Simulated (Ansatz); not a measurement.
A plane-wave DFT run in Ansatz 0.2.0 (scalar-relativistic PAW potentials unless the input names others): input and command.

```yaml
crystal:
  lattice:
    - [2.5794789977, 0.0, 0.0]
    - [-1.2897394989, 2.2338943405, 0.0]
    - [0.0, 0.0, 4.226855]
  atoms:
    - { symbol: B, position: [0.6666666667, 0.3333333333, 0.999724] }
    - { symbol: B, position: [0.3333333333, 0.6666666667, 0.499724] }
    - { symbol: "N", position: [0.6666666667, 0.3333333333, 0.625276] }
    - { symbol: "N", position: [0.3333333333, 0.6666666667, 0.125276] }
basis:
  ecutwfc: 420
kpoints:
  mp_grid: { grid: [12, 12, 6] }
hamiltonian:
  xc: pbe
scf:
  occupations: { method: gaussian, width: 0.05 }
output:
  forces: true
  eigenvalues: true
  stress: true
accuracy: high
```

```bash
ansatz run input.yaml --threads 1 --pin off --max-ram 2560MiB --backend cpu --events-out ev --progress --plain --runs-dir out
```

Abridged log:
```
Pseudopotentials: kind: paw
Pseudopotential: B, paw, valence charge 3, recommended cutoff 420 eV (normal)
Pseudopotential: N, paw, valence charge 5, recommended cutoff 420 eV (normal)
Functional definition: PBE
Crystal: 4 atoms, lattice volume = 24.356 Å³
Basis set: ecut = 420 eV, 465 PW (Γ), exchange–correlation on 40×40×72 points (8 copies of the dense FFT grid, shifted against one another)
Bands: 12, of which v1, the nominal top of the filled ones, is band 8 counted from 1 (7 counted from 0)
Symmetry: 12 space group operations
Space group: P63mc (ITA 186), of the structure as read, at distance tolerance 2.9e-5 Å
k-points: 76 of 864 (time reversal used)
Initial density: superposition of atomic densities (neutral atoms: chi_scale 0, normalization atom), corrected by the library's trained network
Initial wavefunctions: pseudopotential atomic-orbital guess
Functional: x = pbe(κ = 0.804, μ = 0.21951497), c = pbe(β = 0.06672455)
SCF iter   1: F=—  HF=-1084.467880 eV  |F-HF|=—  |Δ(HF+E_count)|=         —  Δρ=2.47e-3  dr2=7.76e-4  ethr=1.77e-3  ⟨swp⟩=5.3  Hψ=4837  notcnv=0
SCF iter   2: F=—  HF=-1084.467989 eV  |F-HF|=—  |Δ(HF+E_count)|=   1.09e-4  Δρ=9.15e-4  dr2=9.96e-5  ethr=4.85e-6  ⟨swp⟩=2.2  Hψ=2111  notcnv=0
SCF iter   3: F=—  HF=-1084.468076 eV  |F-HF|=—  |Δ(HF+E_count)|=   8.66e-5  Δρ=4.46e-4  dr2=1.46e-5  ethr=6.22e-7  ⟨swp⟩=2.9  Hψ=1612  notcnv=0
SCF iter   4: F=—  HF=-1084.468115 eV  |F-HF|=—  |Δ(HF+E_count)|=   3.91e-5  Δρ=5.19e-5  dr2=3.05e-7  ethr=9.12e-8  ⟨swp⟩=2.0  Hψ=1449  notcnv=0
SCF iter   5: F=-1084.468115 eV  HF=-1084.468115 eV  |F-HF|=4.42e-9  |Δ(HF+E_count)|=   4.80e-7  Δρ=7.84e-6  dr2=7.04e-9  ethr=1.91e-9  ⟨swp⟩=2.0  Hψ=1520  notcnv=0
SCF iter   6: F=-1084.468115 eV  HF=-1084.468115 eV  |F-HF|=2.18e-10  |Δ(HF+E_count)|=   7.27e-9  Δρ=8.56e-7  dr2=6.13e-11  ethr=4.40e-11  ⟨swp⟩=1.7  Hψ=2756  notcnv=0
SCF iter   7: F=-1084.468115 eV  HF=-1084.468115 eV  |F-HF|=4.55e-13  |Δ(HF+E_count)|=  2.36e-10  Δρ=7.42e-8  dr2=6.91e-13  ethr=1.00e-12  ⟨swp⟩=4.0  Hψ=3011  notcnv=0
SCF 1 converged in 7 iterations: F = -1084.468115 eV  dr2 = 6.91e-13
SCF converged after 7 iterations
Free energy (F): -1084.468115 eV
Harris-Foulkes:  -1084.468115 eV  (|F-HF|=4.55e-13)
Internal energy: -1084.468115 eV  (E = F + TS)
E sigma→0 (E₀):  -1084.468115 eV
Fermi energy:    13.479991 eV
--- Forces (eV/Å), atoms counted from 1 ---
  atom   1  B      0.00000000     0.00000000     0.03018520
  atom   2  B      0.00000000     0.00000000     0.03018520
  atom   3  N      0.00000000     0.00000000    -0.03018582
  atom   4  N      0.00000000     0.00000000    -0.03018582
--- Stress (GPa, compression-positive) ---
       -9.824353       0.000000       0.000000
        0.000000      -9.824353       0.000000
        0.000000       0.000000      -1.625594
  P = ⅓ Tr σ = -7.0914 GPa (-70.914 kbar)
```

Apart from outputs and empty bands, the input differs from a reference run on usual settings in accuracy: not typed → "high". The reference, at the same geometry (not necessarily relaxed), gave pressure -7.09 GPa, largest force 0.030 eV/Å, gap on the mesh 5.27 eV. This run converged in 7 SCF iterations (reference: 6) with an energy at zero smearing within 0.01 meV/atom of the reference's, pressure -7.09 GPa, largest force 0.030 eV/Å, gap on the mesh 5.27 eV.

The run took 2.9 s on 1 thread of Intel(R) Xeon(R) Platinum 8259CL CPU @ 2.50GHz (Skylake/Cascade Lake), with other jobs on the host, peak memory 0.37 GiB.